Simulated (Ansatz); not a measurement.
The cell was built from the rocksalt type and relaxed in the same program, and has space group Fm-3m; it needn't be a known or the stable phase.

An input for PtC and the output that it gave: DFT, PBE, all-electron LAPW, scalar-relativistic (Ansatz 0.2.0).

Command: `ansatz run input.yaml --threads 1 --pin off --max-ram 2048MiB --backend cpu --events-out ev --progress --plain --runs-dir out` The run took 48 s on 1 thread of Arm Neoverse V2, with other jobs on the host.

```yaml
crystal:
  lattice:
    - [0.0, 2.2328979936, 2.2328979936]
    - [2.2328979936, 0.0, 2.2328979936]
    - [2.2328979936, 2.2328979936, 0.0]
  atoms:
    - { symbol: Pt, position: [0.0, 0.0, 0.0] }
    - { symbol: C, position: [0.5, 0.5, 0.5] }
kpoints:
  mp_grid: { grid: [13, 13, 13] }
  band_path:
    path:
      - [0.0, 0.0, 0.0]
      - [0.5, 0.0, 0.5]
      - [0.625, 0.25, 0.625]
      - [0.375, 0.375, 0.75]
      - [0.0, 0.0, 0.0]
      - [0.5, 0.5, 0.5]
      - [0.5, 0.25, 0.75]
      - [0.5, 0.0, 0.5]
    npoints: 14
scf:
  occupations: { method: fermi_dirac, width: 0.03 }
hamiltonian:
  xc: pbe
  pseudopotentials: { kind: all_electron, lapw: { basis_error: 0.00025 } }
output:
  forces: true
  stress: true
  eigenvalues: true
  fatbands: true
  populations: true
  dos: { projected: true, de: 0.2, e_range: [-14, 8] }
```

The log:

```
Pt: projections on atomic orbitals take those of the free atom 1s2 2s2 2p6 3s2 3p6 3d10 4s2 4p6 4d10 4f14 5s2 5p6 5d9 6s1, of charge +0.00 (hamiltonian.pseudopotentials.projection_atoms)
C: projections on atomic orbitals take those of the free atom 1s2 2s2 2p2, of charge +0.00 (hamiltonian.pseudopotentials.projection_atoms)
LAPW: plane waves up to 9.829 Å⁻¹, error target 2.5e-4 eV per atom; small_component_spin mean_spin; C in spheres of 0.941 Å, 6 of its electrons in bands, Dirac shells []; Pt in spheres of 1.292 Å, 48 of its electrons in bands, Dirac shells []
Engine: ansatz 0.2.0
Pseudopotentials: kind: all_electron
Pseudopotential: Pt, LAPW, valence charge 48, Koelling and Harmon's equation, gaussian nucleus
Pseudopotential: C, LAPW, valence charge 6, Koelling and Harmon's equation, gaussian nucleus
Functional definition: PBE
  parameter kappa = 0.804
  parameter beta = 0.06672455060314922
  exchange = pbe_x(kappa = kappa, mu = beta*pi^2/3)
  correlation = pbe_c(beta = beta)
Crystal: 2 atoms, lattice volume = 22.266 Å³
Basis set: ecut = 368.0783082894382 eV, 339 PW (Γ), exchange–correlation at level 2
Bands: 33, of which v1, the nominal top of the filled ones, is band 27 counted from 1 (26 counted from 0)
Symmetry: 48 space group operations
Space group: Fm-3m (ITA 225), of the structure as read, at distance tolerance 2.8e-5 Å
k-points: 84 of 2197
Non-local potential: Pt, projectors of the file, none
Non-local potential: C, projectors of the file, none
Initial density: superposition of atomic densities (chi_scale 0.1, normalization cell, long waves kept (reshape's long-wave potential 0.00 eV rms))
Initial wavefunctions: plane waves of lowest kinetic energy (no species holds an atomic orbital)
Functional: x = pbe(κ = 0.804, μ = 0.2195149727645171), c = pbe(β = 0.06672455060314922)
iter 1 solved again at ethr=7.72e-3 eV; its pass at ethr=1.00e-1 eV (dr2=4.17e0 eV) is discarded
SCF iter   1: F=—  HF=-501992.950681 eV  |F-HF|=—  |Δ(HF+E_count)|=         —  Δρ=1.22e-1  dr2=4.17e0  ethr=7.72e-3  ⟨swp⟩=2.0  Hψ=16830  notcnv=0
preconditioner: auto → Kerker (q_TF=auto, 3.162 Å⁻¹)  [metal: Δε(μ)=0.039 eV  Ē_g=13.380 eV  σ=0.030 eV  W_gap=0.30  n_scr=14 (ndim 8)  ℏωp=29.4 eV  f_vac=0.000  D(μ)=1.92/eV (n_scr^D=14)]
iter 2 solved again at ethr=3.46e-4 eV; its pass at ethr=7.72e-3 eV (dr2=1.87e-1 eV) is discarded
SCF iter   2: F=—  HF=-501991.610954 eV  |F-HF|=—  |Δ(HF+E_count)|=    1.34e0  Δρ=3.30e-2  dr2=1.87e-1  ethr=3.46e-4  ⟨swp⟩=2.0  Hψ=14029  notcnv=0
SCF iter   3: F=—  HF=-501991.275440 eV  |F-HF|=—  |Δ(HF+E_count)|=   3.36e-1  Δρ=2.09e-2  dr2=1.33e-1  ethr=3.46e-4  ⟨swp⟩=3.0  Hψ=8533  notcnv=0
SCF iter   4: F=—  HF=-501991.271306 eV  |F-HF|=—  |Δ(HF+E_count)|=         —  Δρ=7.88e-3  dr2=1.89e-2  ethr=2.46e-4  ⟨swp⟩=2.0  Hψ=8040  notcnv=0
the basis was enlarged: its passes take 1.1 MiB over the memory plan, 1 of 1 planned eigensolver slots
SCF iter   5: F=—  HF=-501991.267523 eV  |F-HF|=—  |Δ(HF+E_count)|=   3.78e-3  Δρ=3.15e-3  dr2=2.71e-3  ethr=3.50e-5  ⟨swp⟩=2.0  Hψ=8090  notcnv=0
SCF iter   6: F=—  HF=-501991.267581 eV  |F-HF|=—  |Δ(HF+E_count)|=   5.74e-5  Δρ=7.08e-4  dr2=9.28e-5  ethr=5.01e-6  ⟨swp⟩=2.1  Hψ=8129  notcnv=0
SCF iter   7: F=—  HF=-501991.267456 eV  |F-HF|=—  |Δ(HF+E_count)|=   1.25e-4  Δρ=4.41e-4  dr2=3.49e-5  ethr=1.72e-7  ⟨swp⟩=2.1  Hψ=8097  notcnv=0
SCF iter   8: F=—  HF=-501991.267445 eV  |F-HF|=—  |Δ(HF+E_count)|=   1.04e-5  Δρ=1.85e-4  dr2=9.65e-6  ethr=6.46e-8  ⟨swp⟩=2.1  Hψ=8097  notcnv=0
SCF iter   9: F=—  HF=-501991.267444 eV  |F-HF|=—  |Δ(HF+E_count)|=   1.58e-6  Δρ=2.93e-5  dr2=1.95e-7  ethr=1.79e-8  ⟨swp⟩=2.0  Hψ=8089  notcnv=0
SCF iter  10: F=-501991.267444 eV  HF=-501991.267444 eV  |F-HF|=4.07e-10  |Δ(HF+E_count)|=   5.50e-8  Δρ=7.70e-6  dr2=1.13e-8  ethr=3.62e-10  ⟨swp⟩=2.1  Hψ=8101  notcnv=0
SCF 1 converged in 10 iterations: F = -501991.267444 eV  dr2 = 1.13e-8
NSCF: frozen V_eff on 99 k-points
SCF converged after 10 iterations
Free energy (F): -501991.267444 eV
Harris-Foulkes:  -501991.267444 eV  (|F-HF|=4.07e-10)
Internal energy: -501991.264768 eV  (E = F + TS)
E sigma→0 (E₀):  -501991.266106 eV
Entropy (-TS):   -0.002675 eV (-1.338 meV/atom)
Fermi energy:    23.305932 eV
--- Per-component energies (eV) ---
  E_band       = -6953.837331
  E_kinetic    = 569919.022627
  E_xc         = -9838.902794
  E_electrostatic = -1062071.384601  (all electrons and nuclei)
  E_smearing   = -0.002675  (= −TS)
  E_closure    = 0.000000  (closes the sum)
  E_atoms      = -501978.850655  (free atoms, spherical and without spin; not in F)
  Σ components = -501991.267444   (vs F -501991.267444, Δ=0.00e0)
  Basis errors (estimates in eV, not in F): energy 9.6e-5 per atom: plane waves 8.6e-5 (4.8e-5 summed), levels above the bands 2.4e-229, relativity 6.3e-9, radial functions 9.3e-6, core shells 8.9e-9; eigenvalues (radial functions only) 2.4e-6; not estimated: angular momenta, meshes, grids; target (lapw.basis_error) 2.5e-4; muffin-tin radii C 0.941 Å, Pt 1.292 Å
--- Forces (eV/Å), atoms counted from 1 ---
  atom   1  Pt     0.00000000     0.00000000    -0.00000000
  atom   2  C      0.00000000    -0.00000000     0.00000000
  max |Σ_I F_I| component: 7.23e-31 eV/Å
--- Stress (GPa, compression-positive) ---
       -0.024667       0.000000       0.000000
        0.000000      -0.024667       0.000000
        0.000000       0.000000      -0.024667
  P = ⅓ Tr σ = -0.0247 GPa (-0.247 kbar)
--- Band table (eV; the first three rows and the last of 84) ---
  k-point 0: bands = ["-493.3261", "-493.3261", "-493.3261", "-280.6932", "-280.6932", "-280.5664", "-280.5664", "-280.5664", "-243.9764", "-75.8494", "-44.4076", "-44.4076", "-44.4076", "-44.3361", "-44.3361", "-44.3361", "-44.2474", "-30.0280", "-30.0280", "-30.0280", "8.5472", "19.0432", "19.0432", "19.0432", "19.7376", "19.7376", "23.0771", "23.0771", "23.0771", "29.2418", "35.5391", "43.2903", "43.2903"]
  k-point 1: bands = ["-493.3261", "-493.3261", "-493.3261", "-280.6932", "-280.6932", "-280.5664", "-280.5664", "-280.5664", "-243.9764", "-75.8491", "-44.4076", "-44.4076", "-44.4076", "-44.3361", "-44.3361", "-44.3361", "-44.2474", "-30.0346", "-30.0289", "-30.0289", "8.6814", "18.8707", "19.0353", "19.0353", "19.4928", "19.4928", "22.8903", "23.5367", "23.5367", "29.5810", "35.6699", "41.9281", "42.6285"]
  k-point 2: bands = ["-493.3261", "-493.3261", "-493.3261", "-280.6932", "-280.6932", "-280.5664", "-280.5664", "-280.5664", "-243.9764", "-75.8484", "-44.4076", "-44.4075", "-44.4075", "-44.3362", "-44.3362", "-44.3361", "-44.2473", "-30.0529", "-30.0314", "-30.0314", "9.0757", "18.3527", "18.5641", "18.5641", "19.5269", "19.5269", "22.5290", "24.5693", "24.5693", "30.3737", "35.7357", "40.3110", "41.0161"]
  k-point 83: bands = ["-493.3261", "-493.3261", "-493.3261", "-280.6932", "-280.6932", "-280.5664", "-280.5664", "-280.5664", "-243.9764", "-75.8433", "-44.4074", "-44.4074", "-44.4073", "-44.3367", "-44.3366", "-44.3365", "-44.2470", "-30.1078", "-30.0986", "-30.0705", "11.5366", "16.8898", "17.3233", "17.4926", "21.4290", "21.9187", "22.3082", "23.5228", "24.2599", "32.1879", "34.9144", "35.2744", "37.7010"]
--- Löwdin populations: 2 sites ---
  site symbol       q [e]
     0     Pt     77.1249
     1      C      6.8073
  spilling = 0.000808 (of n_electrons = 84.000000)
```
